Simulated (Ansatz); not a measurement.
An elastic tensor (GPa, Voigt order, standard axes) from PBEsol in the plane-wave PAW code Ansatz:

```
 328  74.7  93.3   0.0   0.0   0.0
74.7   328  93.3   0.0   0.0   0.0
93.3  93.3   306   0.0   0.0   0.0
 0.0   0.0   0.0   136   0.0   0.0
 0.0   0.0   0.0   0.0   136   0.0
 0.0   0.0   0.0   0.0   0.0   126
```

Problem. Which compound is it?
A. Al, hcp (Mg type)
B. MgTe, wurtzite
C. Ti2AlN, P6_3/mmc (Ti on 4f, Al on 2d, N on 2a)

Solution. C, Ti2AlN, P6_3/mmc (Ti on 4f, Al on 2d, N on 2a)

The workflow started from a Materials Project entry (that database holds measured and hypothetical structures alike); the Crystallography Open Database copy checked does not list it. Its standing as an ambient phase is unchecked. The cell was relaxed with PBEsol under the symmetry of its start; of distortions, only those at the zone centre were tested. The run is not spin-polarised. As this level gives no gap, shear constants depend on the k-mesh and smearing (Fermi–Dirac, 0.1 eV here).

Potentials: the later of the program's two PAW sets.
